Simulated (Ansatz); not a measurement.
GeAs in space group I4mm (No. 107; Ge on 2a, As on 2a), the program Ansatz at the LDA level (PAW), all energies at zero smearing, with the estimated change up to a 700 eV cutoff added, with one set of potentials and settings (totals compare only within such a set). Cell of 2 atoms (1 Ge, 1 As): -8989.345 eV.

```csv
element,reference phase,E (eV/atom)
Ge,"Fd-3m, 2 atoms in the cell",-4215.7216
As,"R-3m, 2 atoms in the cell",-4773.6736
```

Formation energy per atom, worked out: (-8989.345 − 1×(-4215.7216) − 1×(-4773.6736))/2 = 0.025 eV/atom (2 kJ per mol of atoms), at 0 K, without zero-point energy or fitted corrections.

The workflow started from a Materials Project entry (that database holds measured and hypothetical structures alike); the Crystallography Open Database copy checked does not list it. Its standing as an ambient phase is unchecked. The LDA relaxation kept the symmetry of its start; whether a distortion lowers the energy is not shown. The references are the lowest solids computed at this level, not always the standard phases.

Potentials: the later of the program's two PAW sets.
